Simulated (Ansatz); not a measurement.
Question: Name crystals whose computed values (LDA in the plane-wave PAW code Ansatz) fall in these windows: electron conductivity mass (mₑ) 0.17 to 0.22; gap (eV) 0.20 to 0.26.

Answer: 

| crystal | electron conductivity mass (mₑ) | gap (eV) |
|---|---|---|
| Ag2S, P2_12_12 (Ag on 4c, S on 2a) | 0.19 | 0.22 |
Others may fit too.

Standing as an ambient phase not checked: Ag2S, P2_12_12 (Ag on 4c, S on 2a). Weakly bound layers, chains or molecules computed without a dispersion correction, so cells and soft constants are ill determined: Ag2S, P2_12_12 (Ag on 4c, S on 2a). The cell was relaxed under the symmetry of its start. Rows with no word on spin ran without spin polarisation. Spin–orbit coupling is left out wherever it is not named.

Potentials: the later of the program's two PAW sets.
